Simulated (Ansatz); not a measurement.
NbC$_{2}$:
```cif
data_C4Nb2
_chemical_formula_sum 'Nb2 C4'
_space_group_name_H-M_alt 'I4/mmm'
_space_group_IT_number 139
_space_group_name_Hall '-I 4 2'
_cell_length_a 3.15698
_cell_length_b 3.15698
_cell_length_c 5.86070
_cell_angle_alpha 90.000
_cell_angle_beta 90.000
_cell_angle_gamma 90.000
loop_
_atom_site_label
_atom_site_type_symbol
_atom_site_symmetry_multiplicity
_atom_site_Wyckoff_symbol
_atom_site_fract_x
_atom_site_fract_y
_atom_site_fract_z
_atom_site_occupancy
Nb1 Nb 2 a 0.00000 0.00000 0.00000 1
C1 C 4 e 0.00000 0.00000 0.38336 1
```
(The calculation used a cell of 3 atoms; values per cell refer to that cell.)

Relaxed at zero pressure with DFT-PBEsol in the program Ansatz with PAW potentials.

### Question
The volume is raised by 9 % and shape and atoms relax at that volume. What pressure results, and how do the axes share the change?

### Answer
-17.2 GPa; a 3.7 %, b 3.7 %, c 1.5 %; the energy rises by 51 meV/atom.

### Question
Give the new structure.

### Answer

Space group I4/mmm (No. 139); a = 3.2723 Å, b = 3.2723 Å, c = 5.9457 Å, α = 90.00°, β = 90.00°, γ = 90.00°

| atom | site | symmetry | x | y | z |
|---|---|---|---|---|---|
| Nb | 2a | 4/mmm | 0.0000 | 0.0000 | 0.0000 |
| C | 4e | 4mm | 0.0000 | 0.0000 | 0.3853 |

The phase is kept; no other phase was compared at this pressure.

The start of the workflow was typed in or built on a structure type; neither database checked (COD, Materials Project) lists it. Its standing as an ambient phase is unchecked. The cell was relaxed with PBEsol under the symmetry of its start; whether a distortion lowers the energy is not shown. No spin polarisation was allowed. The volume moved by -30 % from the start of the relaxation. Its formation energy is positive at this level, so the cell may be metastable or incomplete.

Potentials: the later of the program's two PAW sets.
